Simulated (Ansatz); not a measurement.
Values for one crystal, relaxed and computed with the program Ansatz at the r²SCAN+D4 level (PAW); other levels are named.

Volume per atom: 19.99 Å³
Band gap: 1.56 eV (indirect)
Hole effective mass: 0.63, 1.1, 1.1 mₑ (principal values)
Valence-band maximum: at A
Smallest direct gap on the standard path: 1.94 eV
Formation energy from the elements (no fitted shifts): -0.90 eV/atom
Conduction-band minimum: on the K–Γ line, 49 % of the way from K (6 equivalent valleys)

**Question.** Pick the material that matches.
(A) WS2, P-6m2 (W on 1a, S on 2h)
(B) MoS2, R3m (Mo on 3a, S on 3a, S on 3a)
(C) Te2Mo, P-6m2 (Te on 2h, Mo on 1a)
(D) BeS, Pnma (Be on 4c, S on 4c)

**Answer.** A, WS2, P-6m2 (W on 1a, S on 2h)

The first step of the workflow began from a Materials Project structure, measured or hypothetical; the Crystallography Open Database copy checked does not list it. It is not the phase usual at ambient conditions (space group No. 194). The cell keeps a stress of up to 0.2 GPa. The r²SCAN+D4 relaxation kept the symmetry of its start; its stability against distortions is not shown here. No spin polarisation was allowed. The references are the lowest solids computed at this level, not always the standard phases. Spin–orbit coupling is left out wherever it is not named.

Potentials: the later of the program's two PAW sets.
